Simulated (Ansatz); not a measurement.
Ti3SiO8 on the sites of the rutile structure (relaxed group Cmmm): a relaxation of cell and atoms in the plane-wave code Ansatz (r2SCAN). It starts from the PBE minimum.

```yaml
crystal:
  lattice:
    - [3.2128320254, -3.2032047838, 0.0]
    - [3.2128320254, 3.2032047838, 0.0]
    - [0.0, 0.0, 5.8156325316]
  atoms:
    - { symbol: Si, position: [0.5, 0.5, 0.0] }
    - { symbol: Ti, position: [0.0, 0.0, 0.7556276263] }
    - { symbol: O, position: [0.2082386287, 0.2082386287, 0.0] }
    - { symbol: O, position: [0.7917613713, 0.7917613713, 0.0] }
    - { symbol: O, position: [0.6873500149, 0.3126499851, 0.7699653791] }
    - { symbol: O, position: [0.3126499851, 0.6873500149, 0.7699653791] }
    - { symbol: Ti, position: [0.5, 0.5, 0.5] }
    - { symbol: Ti, position: [0.0, 0.0, 0.2443723737] }
    - { symbol: O, position: [0.1947559287, 0.1947559287, 0.5] }
    - { symbol: O, position: [0.8052440713, 0.8052440713, 0.5] }
    - { symbol: O, position: [0.6873500149, 0.3126499851, 0.2300346209] }
    - { symbol: O, position: [0.3126499851, 0.6873500149, 0.2300346209] }
kpoints:
  mp_grid: { grid: [6, 6, 4] }
hamiltonian:
  xc: r2scan
scf:
  occupations: { method: fermi_dirac, width: 0.02 }
relax:
  f_tol: 0.005
  cell: {}
```

The trajectory has 7 recorded frames, each with positions in Å and forces in eV/Å. Some frames, the last among them, repeat a geometry solved again on a basis re-selected at its cell; pressure is positive in compression.

Step 1: energy 0.0 meV/atom from step 1, largest force component 0.103 eV/Å, pressure -6.14 GPa
```xyz
12
Lattice="3.2128 -3.2032 0.0000 3.2128 3.2032 0.0000 0.0000 0.0000 5.8156" Properties=species:S:1:pos:R:3:forces:R:3 pbc="T T T"
Si    3.2128    0.0000    0.0000    0.0000    0.0000    0.0000
Ti    0.0000    0.0000    4.3945    0.0000    0.0000    0.0548
O     1.3381    0.0000    0.0000    0.0010    0.0000    0.0000
O     5.0876    0.0000    0.0000   -0.0010    0.0000    0.0000
O     3.2128   -1.2002    4.4778    0.0000    0.1031    0.0559
O     3.2128    1.2002    4.4778    0.0000   -0.1031    0.0559
Ti    3.2128    0.0000    2.9078    0.0000    0.0000    0.0000
Ti    0.0000    0.0000    1.4212    0.0000    0.0000   -0.0548
O     1.2514    0.0000    2.9078   -0.0451    0.0000    0.0000
O     5.1742    0.0000    2.9078    0.0451    0.0000    0.0000
O     3.2128   -1.2002    1.3378    0.0000    0.1031   -0.0559
O     3.2128    1.2002    1.3378    0.0000   -0.1031   -0.0559
```

Step 2: energy -4.3 meV/atom from step 1, largest force component 0.162 eV/Å, pressure -2.07 GPa
```xyz
12
Lattice="3.1921 -3.1819 0.0000 3.1921 3.1819 0.0000 0.0000 0.0000 5.7947" Properties=species:S:1:pos:R:3:forces:R:3 pbc="T T T"
Si    3.1921    0.0000    0.0000    0.0000    0.0000    0.0000
Ti    0.0000    0.0000    4.3790    0.0000    0.0000    0.0202
O     1.3285    0.0000    0.0000    0.1616    0.0000    0.0000
O     5.0557    0.0000    0.0000   -0.1616    0.0000    0.0000
O     3.1921   -1.1932    4.4607    0.0000    0.0427    0.0968
O     3.1921    1.1932    4.4607    0.0000   -0.0427    0.0968
Ti    3.1921    0.0000    2.8974    0.0000    0.0000    0.0000
Ti    0.0000    0.0000    1.4157    0.0000    0.0000   -0.0202
O     1.2429    0.0000    2.8974    0.0469    0.0000    0.0000
O     5.1413    0.0000    2.8974   -0.0469    0.0000    0.0000
O     3.1921   -1.1932    1.3340    0.0000    0.0427   -0.0968
O     3.1921    1.1932    1.3340    0.0000   -0.0427   -0.0968
```

Problem. How does the relaxation go on, and where does it end?

Solution.
Step 3: energy -5.1 meV/atom from step 1, largest force component 0.059 eV/Å, pressure +0.15 GPa
```xyz
12
Lattice="3.1811 -3.1718 0.0000 3.1811 3.1718 0.0000 0.0000 0.0000 5.7802" Properties=species:S:1:pos:R:3:forces:R:3 pbc="T T T"
Si    3.1811    0.0000    0.0000    0.0000    0.0000    0.0000
Ti    0.0000    0.0000    4.3701    0.0000    0.0000   -0.0299
O     1.3303    0.0000    0.0000    0.0594    0.0000    0.0000
O     5.0318    0.0000    0.0000   -0.0594    0.0000    0.0000
O     3.1811   -1.1901    4.4528    0.0000   -0.0216    0.0210
O     3.1811    1.1901    4.4528    0.0000    0.0216    0.0210
Ti    3.1811    0.0000    2.8901    0.0000    0.0000    0.0000
Ti    0.0000    0.0000    1.4102    0.0000    0.0000    0.0299
O     1.2404    0.0000    2.8901    0.0227    0.0000    0.0000
O     5.1217    0.0000    2.8901   -0.0227    0.0000    0.0000
O     3.1811   -1.1901    1.3275    0.0000   -0.0216   -0.0210
O     3.1811    1.1901    1.3275    0.0000    0.0216   -0.0210
```

Step 4: energy -5.2 meV/atom from step 1, largest force component 0.027 eV/Å, pressure +0.08 GPa
```xyz
12
Lattice="3.1797 -3.1709 0.0000 3.1797 3.1709 0.0000 0.0000 0.0000 5.7839" Properties=species:S:1:pos:R:3:forces:R:3 pbc="T T T"
Si    3.1797    0.0000    0.0000    0.0000    0.0000    0.0000
Ti    0.0000    0.0000    4.3726    0.0000    0.0000   -0.0009
O     1.3310    0.0000    0.0000    0.0267    0.0000    0.0000
O     5.0285    0.0000    0.0000   -0.0267    0.0000    0.0000
O     3.1797   -1.1901    4.4564    0.0000   -0.0217   -0.0015
O     3.1797    1.1901    4.4564    0.0000    0.0217   -0.0015
Ti    3.1797    0.0000    2.8920    0.0000    0.0000    0.0000
Ti    0.0000    0.0000    1.4113    0.0000    0.0000    0.0009
O     1.2402    0.0000    2.8920    0.0147    0.0000    0.0000
O     5.1193    0.0000    2.8920   -0.0147    0.0000    0.0000
O     3.1797   -1.1901    1.3275    0.0000   -0.0217    0.0015
O     3.1797    1.1901    1.3275    0.0000    0.0217    0.0015
```

Step 5: energy -5.2 meV/atom from step 1, largest force component 0.025 eV/Å, pressure +0.02 GPa
```xyz
12
Lattice="3.1787 -3.1714 0.0000 3.1787 3.1714 0.0000 0.0000 0.0000 5.7844" Properties=species:S:1:pos:R:3:forces:R:3 pbc="T T T"
Si    3.1787    0.0000    0.0000    0.0000    0.0000    0.0000
Ti    0.0000    0.0000    4.3734    0.0000    0.0000   -0.0248
O     1.3327    0.0000    0.0000   -0.0046    0.0000    0.0000
O     5.0248    0.0000    0.0000    0.0046    0.0000    0.0000
O     3.1787   -1.1915    4.4562    0.0000    0.0080    0.0065
O     3.1787    1.1915    4.4562    0.0000   -0.0080    0.0065
Ti    3.1787    0.0000    2.8922    0.0000    0.0000    0.0000
Ti    0.0000    0.0000    1.4110    0.0000    0.0000    0.0248
O     1.2401    0.0000    2.8922    0.0026    0.0000    0.0000
O     5.1174    0.0000    2.8922   -0.0026    0.0000    0.0000
O     3.1787   -1.1915    1.3282    0.0000    0.0080   -0.0065
O     3.1787    1.1915    1.3282    0.0000   -0.0080   -0.0065
```

Step 6: energy -5.2 meV/atom from step 1, largest force component 0.001 eV/Å, pressure 0.00 GPa
```xyz
12
Lattice="3.1787 -3.1703 0.0000 3.1787 3.1703 0.0000 0.0000 0.0000 5.7867" Properties=species:S:1:pos:R:3:forces:R:3 pbc="T T T"
Si    3.1787    0.0000    0.0000    0.0000    0.0000    0.0000
Ti    0.0000    0.0000    4.3747    0.0000    0.0000    0.0001
O     1.3322    0.0000    0.0000   -0.0009    0.0000    0.0000
O     5.0253    0.0000    0.0000    0.0009    0.0000    0.0000
O     3.1787   -1.1908    4.4583    0.0000   -0.0004    0.0009
O     3.1787    1.1908    4.4583    0.0000    0.0004    0.0009
Ti    3.1787    0.0000    2.8934    0.0000    0.0000    0.0000
Ti    0.0000    0.0000    1.4120    0.0000    0.0000   -0.0001
O     1.2402    0.0000    2.8934    0.0000    0.0000    0.0000
O     5.1173    0.0000    2.8934    0.0000    0.0000    0.0000
O     3.1787   -1.1908    1.3284    0.0000   -0.0004   -0.0009
O     3.1787    1.1908    1.3284    0.0000    0.0004   -0.0009
```

Step 7: energy -5.0 meV/atom from step 1, largest force component 0.001 eV/Å, pressure +0.02 GPa
```xyz
12
Lattice="3.1787 -3.1703 0.0000 3.1787 3.1703 0.0000 0.0000 0.0000 5.7867" Properties=species:S:1:pos:R:3:forces:R:3 pbc="T T T"
Si    3.1787    0.0000    0.0000    0.0000    0.0000    0.0000
Ti    0.0000    0.0000    4.3747    0.0000    0.0000    0.0002
O     1.3322    0.0000    0.0000   -0.0010    0.0000    0.0000
O     5.0253    0.0000    0.0000    0.0010    0.0000    0.0000
O     3.1787   -1.1908    4.4583    0.0000   -0.0007    0.0008
O     3.1787    1.1908    4.4583    0.0000    0.0007    0.0008
Ti    3.1787    0.0000    2.8934    0.0000    0.0000    0.0000
Ti    0.0000    0.0000    1.4120    0.0000    0.0000   -0.0002
O     1.2402    0.0000    2.8934    0.0001    0.0000    0.0000
O     5.1173    0.0000    2.8934   -0.0001    0.0000    0.0000
O     3.1787   -1.1908    1.3284    0.0000   -0.0007   -0.0008
O     3.1787    1.1908    1.3284    0.0000    0.0007   -0.0008
```

The walk took 6 steps, besides SCFs solved again on a fresh basis, and changed the volume by -2.6 %. The last SCF, on a fresh basis, lies 5.0 meV an atom below the first. At the end: it is orthorhombic, Cmmm (No. 65); conventional cell a = 6.341 Å, b = 6.357 Å, c = 5.787 Å, 9.72 Å³ an atom. Around Si lie 6 O at 1.78–1.85 Å; around Ti lie 6 O at 1.93–1.98 Å and 2 Ti at 2.82–2.96 Å; around O lie 1 Si at 1.85 Å and 2 Ti at 1.94 Å; around O lie 1 Si at 1.78 Å and 2 Ti at 1.97–1.98 Å; around Ti lie 6 O at 1.94–1.97 Å; around O lie 3 Ti at 1.93–1.94 Å.

Problem. It took 11 s on 1 × NVIDIA H100 80GB HBM3 with 2 threads of AMD EPYC 7R13 Processor (Zen 3), with other jobs on the host. What peak of host memory did it reach?

Solution. About 1.2 GiB.

All values are calculated for a non-magnetic cell, which may be hypothetical.
